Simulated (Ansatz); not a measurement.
TiPt3, DFT, PBEsol, all-electron LAPW, scalar-relativistic (Ansatz 0.2.0), run on 1 thread of Arm Neoverse V1 on a shared host.

The cell is COD entry 1539263, as deposited and not checked against the literature; nothing was relaxed. It is an old determination, and later ones may differ. The listed cell was then made from it by scaling, straining or moving an atom.

Command: `ansatz run input.yaml --threads 1 --pin off --max-ram 4096MiB --backend cpu --events-out ev --progress --plain --runs-dir out`

```yaml
crystal:
  lattice:
    - [3.897, 0.0, 0.0]
    - [0.0, 3.897, 0.0]
    - [0.0, 0.0, 3.85803]
  atoms:
    - { symbol: Ti, position: [0.0, 0.0, 0.0] }
    - { symbol: Pt, position: [0.0, 0.5, 0.5] }
    - { symbol: Pt, position: [0.5, 0.0, 0.5] }
    - { symbol: Pt, position: [0.5, 0.5, 0.0] }
kpoints:
  mp_grid: { grid: [9, 9, 9] }
  band_path:
    path:
      - [0.0, 0.0, 0.0]
      - [0.0, 0.5, 0.0]
      - [0.5, 0.5, 0.0]
      - [0.0, 0.0, 0.0]
      - [0.0, 0.0, 0.5]
      - [0.0, 0.5, 0.5]
      - [0.5, 0.5, 0.5]
      - [0.0, 0.0, 0.5]
      - [0.0, 0.5, 0.0]
    npoints: 5
scf:
  occupations: { method: fermi_dirac, width: 0.05 }
hamiltonian:
  xc: pbesol
  pseudopotentials: { kind: all_electron, lapw: { basis_error: 0.0005 } }
output:
  forces: true
  stress: true
  eigenvalues: true
```

(1) How large is the problem that the program sets up?

(2) Estimate the wall time and the peak memory.

## Answers

(1) 75 irreducible k-points, 723 plane waves at Γ, 83 bands.

(2) 4.8 min of wall time for 14 SCF iterations, with a peak of 1.1 GiB. Times on shared machines scatter by tens of per cent.
